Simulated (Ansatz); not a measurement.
BaS (rock salt, Fm-3m), a = 6.332 Å, b = 6.332 Å, c = 6.332 Å, α = 90.00°, β = 90.00°, γ = 90.00°; the cell used has 2 atoms.

Relaxed with PBEsol. Independent-particle spectrum: no excitons, no local fields, no scissors shift; 0.1 eV broadening; ε₁ of the summed bands alone.

Q: Tabulate the dielectric function from PBEsol in the plane-wave PAW code Ansatz.

A: 

```csv
E (eV),ε₁ xx,ε₂ xx
0.0,5.42,0.00
0.5,5.47,0.00
1.0,5.62,0.00
1.5,5.95,0.00
2.0,6.82,0.02
2.5,6.98,1.83
3.0,6.49,2.21
3.5,6.57,2.42
4.0,6.41,3.47
4.5,6.38,3.83
5.0,6.75,5.24
5.5,5.63,6.72
6.0,3.17,7.59
6.5,3.05,6.96
7.0,-1.05,7.11
7.5,-0.26,6.04
8.0,-1.66,3.84
8.5,-1.45,2.57
9.0,-0.82,1.93
9.5,-0.99,2.24
10.0,-0.77,1.30
10.5,-0.58,1.01
11.0,-0.02,0.67
11.5,0.61,0.41
12.0,1.20,0.29
```

Q: From ε at 2.4 eV (xx: 7.16 + 1.66i), find n, k, the normal reflectivity and the absorption coefficient.

A: n = 2.69, k = 0.308, R = 22 %, α = 2kE/ħc = 75000 cm⁻¹.

With all bands, ε∞ without local fields is 5.50. DFPT, with local fields, gives 4.99.

The cell was relaxed with PBEsol under the symmetry of its start. Spin–orbit coupling is left out wherever it is not named.

Potentials: the later of the program's two PAW sets.
